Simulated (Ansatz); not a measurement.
**Two states of CuSnF$_{6}$**

```
CELL_PARAMETERS angstrom
5.45132 0.00000 0.00000
-2.24301 4.53242 0.00000
-0.22923 -3.04043 4.22903
ATOMIC_POSITIONS crystal
F 0.74800 0.11800 0.87100
F 0.25200 0.88200 0.12900
F 0.73700 0.87600 0.26600
F 0.26300 0.12400 0.73400
Sn 0.50000 0.00000 0.50000
Cu 0.00000 0.00000 0.00000
F 0.25000 0.49700 0.36400
F 0.75000 0.50300 0.63600
```

Single point in Ansatz 0.2.0 with r2SCAN. Cutoff 500 eV, PAW datasets, 4×5×4 (shifted by 0, 0.5, 0.5 steps) k mesh, fermi-dirac filling (width 0.1 eV).

State A: no moments (collinear spin). State B: Cu6 up (collinear spin).

Q: Compare the two self-consistent states.

A: State B is lower by 80.3 meV an atom at zero smearing; in free energy at this smearing B lies -70.2 meV an atom from A.

```tsv
state	free energy (meV/atom)	largest moment in a small sphere (μB)	net moment (μB/cell)	gap on mesh (eV)	pressure (GPa)	largest force (eV/Å)
A	70.2	0.00	0.00	metal	5.5	1.01
B	0.0	0.81	1.00	0.88	5.2	0.78
```

Origin: a database entry at a rescaled volume. Caveats: an odd or shifted mesh can miss the band edges, so this level's true gap may be smaller; no spin-orbit coupling, which can shift this gap by tenths of an eV; the input typed no starting moments; the Fermi level lies in a narrow band between gaps, which spin or distortion may split; an odd electron count with no moments left, so an order that this cell can't hold may lie lower; the k mesh is coarse if the cell is a metal.
